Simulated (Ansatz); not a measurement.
MnHg: which magnetic order is lowest?

```yaml
crystal:
  lattice:
    - [6.57600, 0.00000, 0.00000]
    - [0.00000, 3.28800, 0.00000]
    - [0.00000, 0.00000, 3.31300]
  atoms:
    - { symbol: Mn, position: [0.25000, 0.50000, 0.50000] }
    - { symbol: Hg, position: [0.00000, 0.00000, 0.00000] }
    - { symbol: Mn, position: [0.75000, 0.50000, 0.50000] }
    - { symbol: Hg, position: [0.50000, 0.00000, 0.00000] }
```

All energies were calculated with Ansatz 0.2.0 (PBE; 420 eV; 4×8×8 Γ-centred mesh; fermi-dirac occupations of width 0.050 eV). The atoms are fixed and numbered as listed; spin is collinear, without spin-orbit coupling.

Different starts of the self-consistent cycle ended in different solutions. Their moments in μB:

```json
{"state": "A", "Mn1": "3.83", "Mn3": "-3.83", "other atoms together": "0.00", "size of the net moment a cell": "0.00"}
{"state": "B", "Mn1": "0.00", "Mn3": "0.00", "other atoms together": "0.00", "size of the net moment a cell": "0.00"}
{"state": "C", "Mn1": "3.85", "Mn3": "3.85", "other atoms together": "-0.05", "size of the net moment a cell": "7.76"}
```

Site moments are taken in small spheres that don't touch (radius about 0.4 of the atom's shortest bond), so those of the magnetic atoms read low, and they needn't add up to the net moment. State B was run without spin polarisation.

Problem. What is the order in energy at zero smearing?

Solution. State A (antiparallel, compensated) is lowest; C (parallel moments) lies 23 meV above it, B (without moments) lies 715 meV above it, all counted an atom of the cell.

Problem. What does magnetism gain here?

Solution. 715 meV an atom of the cell, or 1430 meV for each Mn atom, against state B, which has none. In a metal like this the level decides whether moments form at all, so this is no ordering energy.

The cell is that of a Crystallography Open Database entry, unchanged but doubled along one cell vector so that moments can oppose.

Caveats: only orders that fit this cell and collinear spins were tried, so the true order may need a larger cell or canted moments; atoms and cell are not relaxed, and each state would relax in its own way; the k mesh is coarse, so differences of a few meV are uncertain where a state is a metal; one start a pattern, so a lower state of the same pattern may exist.
